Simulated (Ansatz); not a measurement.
BeTe (zinc blende)

```yaml
crystal:
  lattice:
    - [0.00000, 2.82851, 2.82851]
    - [2.82851, 0.00000, 2.82851]
    - [2.82851, 2.82851, 0.00000]
  atoms:
    - { symbol: Te, position: [0.25000, 0.25000, 0.25000] }
    - { symbol: Be, position: [0.00000, 0.00000, 0.00000] }
```

E(V) scan at fixed shape, V₀ the volume above. Symmetry pins the atoms to their sites.

Calculation: r2SCAN (plane waves to 500 eV, PAW, scalar-relativistic; Ansatz, a first-principles code). k mesh 11×11×11 (Γ-centred), Fermi-Dirac smearing 0.05 eV. Energies are smeared free energies. Stress and pressure are positive under compression. BeTe was relaxed with its symmetry unable to fall. Spin-orbit coupling is left out, though Te is heavy. ΔE is measured from the relaxed starting cell.

| V (Å³/atom) | ΔE (meV/atom) |
|---|---|
| 20.367 | 49.8 |
| 20.744 | 33.6 |
| 21.121 | 20.9 |
| 21.498 | withheld |
| 21.875 | 4.9 |
| 22.252 | 1.2 |
| 22.630 | 0.0 |
| 23.007 | 1.1 |
| 23.384 | 4.4 |
| 23.761 | 9.6 |
| 24.138 | 16.7 |
| 24.515 | 25.5 |
| 24.892 | 35.7 |

Task: Fit a third-order Birch-Murnaghan form (E₀, V₀, B₀, B₀′ free) to the given rows and predict ΔE at V = 21.498.

Result: Least squares on the 12 given rows: ΔE = E₀ + (9V₀B₀/16)·y²·[2 + (B₀′ − 4)y], y = (V₀/V)^(2/3) − 1, with V₀ = 22.631 Å³/atom, B₀ = 59.33 GPa (160.2 GPa = 1 eV/Å³; the term in eV is multiplied by 1000), B₀′ = 3.93, E₀ = -0.01 meV/atom; root-mean-square residual 0.03 meV/atom. At 21.498 the fit gives 11.4 meV/atom; the calculation gives 11.4 meV/atom, the same to the digits shown. For the pressure the fit gives 3.37 GPa against the computed 3.37 GPa.

(Under strain, the slope of the energy per volume gives the stress and its curvature an elastic modulus.)
